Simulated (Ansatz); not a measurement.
Method: DFT PBE, scalar-relativistic, plane waves, PAW in Ansatz 0.2.0. All cells share a 420 eV cutoff and Γ-centred k meshes spaced at most about 0.3 Å⁻¹ (about 0.25 or finer for metals, 2π included). Collinear spin in cells that started with moments and kept them past the coarse steps, no spin elsewhere.

Temperature and zero-point effects are left out.

Two forms of ZrNbSe3 were relaxed alike.

A. (site moments Zr 1.4; Nb 0.3 μB)

```
Zr Nb Se
1.0
     4.98876    0.00000    0.00000
     0.00000    4.98876    0.00000
     0.00000    0.00000    4.98876
Zr Nb Se
1 1 3
Direct
  0.50000 0.50000 0.50000
  0.00000 0.00000 0.00000
  0.50000 0.00000 0.00000
  0.00000 0.00000 0.50000
  0.00000 0.50000 0.00000
```

B. (no spin)

```
Zr Nb Se
1.0
     5.78466    0.00000    0.00000
     0.00000    5.78466    0.00000
     0.00000    0.00000    6.82426
Zr Nb Se
2 2 6
Direct
  0.50000 0.50000 0.00000
  0.00000 0.00000 0.00000
  0.50000 0.00000 0.29865
  0.00000 0.50000 0.70135
  0.25000 0.25000 0.50000
  0.25000 0.75000 0.50000
  0.75000 0.75000 0.50000
  0.75000 0.25000 0.50000
  0.50000 0.00000 0.92250
  0.00000 0.50000 0.07750
```

**Question.** Which form is favoured at zero pressure, and by what margin per atom?

**Answer.** B is lower, by 57 meV/atom. A has the cubic perovskite type, space group Pm-3m (No. 221), 24.8 Å³/atom and no gap on its mesh; B has space group P4/nmm (No. 129), 22.8 Å³/atom and no gap. Counting Se atoms around Nb and Zr (those within 1.25 times the shortest such distance or 1.15 times the sum of covalent radii, 1.27 where that leaves under three; the shortest distance is added where it exceeds 1.18 times the sum of covalent radii), A has Zr 12 from 3.5 Å, Nb 6 and B has Zr 4, Nb 5. Their magnetic states differ too. The denser one is the lower, and pressure would at first widen the difference. In A, Zr has 12 Se at 3.53 Å; around Nb lie 6 Se at 2.49 Å; Se is surrounded by 2 Nb at 2.49 Å, 4 Zr at 3.53 Å and 8 Se at 3.53 Å. In B, around Zr lie 4 Se at 2.94 Å and 4 Nb at 3.54 Å; around Nb lie 5 Se at 2.46–2.57 Å and 4 Zr at 3.54 Å; Se on a site of symmetry 2/m is surrounded by 2 Nb at 2.46 Å and 4 Se at 2.89 Å; 1 more site not described. Both come from invented guesses. A third cell relaxed alike, in P-6m2, lies 0.58 eV/atom below the lower of the two.

The magnetic state reached may not be the lowest. Cells relaxed within their symmetry can be saddle points. Some types were kept out of the candidates beforehand, so the set may lack a known form.
